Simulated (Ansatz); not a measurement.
O in its lowest state found on the top face of a (101) slab of MoS2 (R-3m (No. 166)), 9 planes, outer planes S (top) and S (bottom); 1 a cell of 19.20 Å², its atoms last:

```yaml
crystal:
  lattice:
    - [3.12041, 0.00000, 0.00000]
    - [-1.56020, 6.15233, 0.00000]
    - [0.00000, 0.00000, 25.65978]
  atoms:
    - { symbol: S, position: [0.89272, 0.78544, 0.33126] }
    - { symbol: Mo, position: [0.53216, 0.06431, 0.35685] }
    - { symbol: S, position: [0.17159, 0.34318, 0.38244] }
    - { symbol: S, position: [0.42488, 0.84975, 0.43544] }
    - { symbol: Mo, position: [0.06320, 0.12647, 0.45454] }
    - { symbol: S, position: [0.68664, 0.37331, 0.49440] }
    - { symbol: S, position: [0.97600, 0.95232, 0.54241] }
    - { symbol: Mo, position: [0.59109, 0.18220, 0.59171] }
    - { symbol: S, position: [0.23077, 0.46178, 0.60637] }
    - { symbol: O, position: [0.51766, 0.03575, 0.64673] }
```

Level of theory: DFT PBEsol, scalar-relativistic, plane waves, PAW (Ansatz 0.2.0). Cutoff 420 eV; k points 10×5×1 on the computed 10-atom cell (Γ-centred); Gaussian smearing, width 0.10 eV; no spin polarisation. A dipole correction removes the field between periodic images along c.

The clean top face has a work function of 5.58 eV. Adsorption changes the slab's dipole along +c by Δp = -0.1073 e·Å a cell (-0.52 D an adsorbate).

(1) What change of work function does the Helmholtz equation give?

(2) How does that compare with the calculation?

(3) What does the sign say about the electrons?

Spin polarisation was left out, and a magnetic state may lie lower.

Results:

(1) A sheet of dipoles makes a step in an electron's potential energy of −e·Δp/(ε0·A), and e/ε0 = 180.95 eV·Å for Δp in e·Å: −180.95 × (-0.1073)/19.20 = +1.01 eV. This is the change of φ(top) − φ(bottom). If the bottom face is unmoved, φ(top) becomes 6.60 eV.

(2) φ(top) changes by +1.19 eV and φ(bottom) by +0.17 eV, so their difference changes by +1.02 eV. The slab is thin enough for the adsorbate to shift the Fermi level against the bottom face too.

(3) The change of dipole points into the surface (negative end outward), so the work function rises. Electrons gather on the vacuum side. Δp also holds the adsorbate's own dipole and the moves of the surface atoms, so it isn't a charge transfer alone.

The reference crystal is a form of MoS2, which isn't its usual structure.